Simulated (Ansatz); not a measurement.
PbS (rock salt, Fm-3m), the program Ansatz at the r²SCAN level (PAW). The conduction-band minimum lies at L, with 4 equivalent valleys. Second derivatives d²E/dk² of the lowest band at one valley (eV·Å²), along Cartesian directions:

| direction | d²E/dk² |
|---|---|
| [100] | 43.96 |
| [010] | 43.96 |
| [001] | 43.96 |
| [110] | 42.67 |
| [101] | 45.47 |
| [011] | 45.47 |

Q: Find the principal effective masses, the density-of-states mass and the conductivity mass.

A: Off-diagonal terms follow from H_xy = H[110] − (H_xx + H_yy)/2, and m*/mₑ = 7.620 eV·Å² over each eigenvalue: 0.17, 0.17, 0.19. One valley's DOS mass (m₁m₂m₃)^(1/3) = 0.17, conductivity mass 3/(Σ 1/mᵢ) = 0.17 mₑ.

Q: What effective density of states Nc follows at 300 K for parabolic valleys?

A: Nc = 2.509e19 × 4 × (0.17)^(3/2) ≈ 7.0e18 cm⁻³.

Symmetry was held in the r²SCAN relaxation; of distortions, only those at the zone centre were tested. Spin–orbit coupling is left out wherever it is not named.

Potentials: the later of the program's two PAW sets.

Edges and masses are those of Kohn–Sham bands, whose gap is no quasiparticle gap.
